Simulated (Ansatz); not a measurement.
Data:

NbB2:
```cif
data_B2Nb
_chemical_formula_sum 'Nb1 B2'
_space_group_name_H-M_alt 'P6/mmm'
_space_group_IT_number 191
_space_group_name_Hall '-P 6 2'
_cell_length_a 3.10094
_cell_length_b 3.10094
_cell_length_c 3.32582
_cell_angle_alpha 90.000
_cell_angle_beta 90.000
_cell_angle_gamma 120.000
loop_
_atom_site_label
_atom_site_type_symbol
_atom_site_symmetry_multiplicity
_atom_site_Wyckoff_symbol
_atom_site_fract_x
_atom_site_fract_y
_atom_site_fract_z
_atom_site_occupancy
Nb1 Nb 1 a 0.00000 0.00000 0.00000 1
B1 B 2 d 0.33333 0.66667 0.50000 1
```

This is the r²SCAN-relaxed structure.

Q: All from the program Ansatz at the r²SCAN level (PAW), unless another level is named. Predict the electronic character.

A: metallic (no gap).

Q: And the density of states at the Fermi level?

A: 0.34 states/eV per atom (mean over ±0.08 eV).

Q: Give the formation energy from the elements (no fitted shifts).

A: -0.75 eV/atom.

The workflow started from a Materials Project entry (that database holds measured and hypothetical structures alike); the Crystallography Open Database files this formula in space group No. 191, but the cells were not matched. Whether it is the stable phase at ambient conditions was not checked. Symmetry was held in the r²SCAN relaxation; its stability against distortions is not shown here. The run is not spin-polarised. The references are the lowest solids computed at this level, not always the standard phases. Spin–orbit coupling is left out wherever it is not named.

Potentials: the later of the program's two PAW sets.
